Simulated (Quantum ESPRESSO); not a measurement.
## Ga4CuTa2Ti (a curve over one atom's position)

A calculation, not a measurement. The program is pw.x of Quantum ESPRESSO 7.5 (plane-wave density functional theory). The cell is made up: eight metal atoms on a face-centred cubic lattice, with elements, volume, strain and displacements drawn at random and not relaxed, so it may be unstable or far from any real phase. PseudoDojo standard norm-conserving files set the functional (PBE unless stated); there is no spin polarisation or spin-orbit coupling, the Fermi-Dirac width of 0.25 eV means electrons at about 2900 K, and the masses in the input are unused placeholders. The copper pseudopotential is less sure than most, with forces differing by about three percent and pressure by about two GPa from a second method on plain copper. Heavy elements are run without spin-orbit coupling, which real alloys of them have. A spin test at this wide smearing found no moment, but such smearing suppresses magnetism that the real alloy may have.

Seven runs move atom 7 (Ti, counted in the order of the input) along y and keep all else fixed.

Input of the run at -0.0709:

```
&control calculation='scf', pseudo_dir='./dojo.nc.sr.pbe.v0_5.standard.upf', outdir='./o', disk_io='minimal', tprnfor=.true., tstress=.true. /
&system ibrav=0, nat=8, ntyp=4, nbnd=67, ecutwfc=92.02030273, nosym=.true., tot_charge=0,
 occupations='smearing', smearing='fd', degauss=0.0183746611
/
&electrons conv_thr=1.470e-08, electron_maxstep=70, mixing_beta=0.5 /
ATOMIC_SPECIES
Cu 1.0 Cu.upf
Ga 1.0 Ga.upf
Ta 1.0 Ta.upf
Ti 1.0 Ti.upf
CELL_PARAMETERS angstrom
0.0029 1.9364 1.9885
-4.0691 2.0347 -2.0925
-3.9506 -5.997 6.1477
ATOMIC_POSITIONS angstrom
Ga -0.0154 0.0343 0.0242
Cu -4.0313 -3.9785 4.0582
Ta -3.9912 -1.9946 2.0278
Ga -4.034 -0.0001 -0.0217
Ga -1.9683 -1.9941 4.0147
Ga -1.9667 0.0379 1.9458
Ti -2.038 1.9104 -0.0372
Ta -6.0033 -2.0255 4.0618
K_POINTS automatic
8 5 3 1 1 1
```

```
shift of atom 7 along y (Å)  free energy less that of the input shown (eV)  Fx on atom 7 (eV/Å)  Fy on atom 7 (eV/Å)  Fz on atom 7 (eV/Å)  pressure (GPa)  iterations
                    -0.1574                                         0.0551                0.287                0.873               -0.351            3.35          19
                    -0.1203                                         0.0265                0.285                0.670               -0.249            3.26          19
                    -0.0937                                         0.0106                0.283                0.526               -0.178            3.22          19
                    -0.0709                                         0.0000                0.281                0.405               -0.117            3.20          19
                    +0.0740                                        -0.0043                0.274               -0.338                0.255            3.30          18
                    +0.0945                                         0.0037                0.274               -0.439                0.307            3.35          18
                    +0.1162                                         0.0144                0.275               -0.546                0.363            3.41          18
```

A cubic fit gives dFy/dy = -5.13 eV/Å² at zero shift. Across the table the energy follows the integral of the force to 0.1 meV. A rerun of one of the cells at a higher cutoff and on a denser mesh moved values by no more than 0.007 eV in energy, 0.04 GPa in stress and 0.014 eV/Å in force, and a second program with other atomic files agreed on that cell to 2 % rms in force and 0.5 GPa in pressure.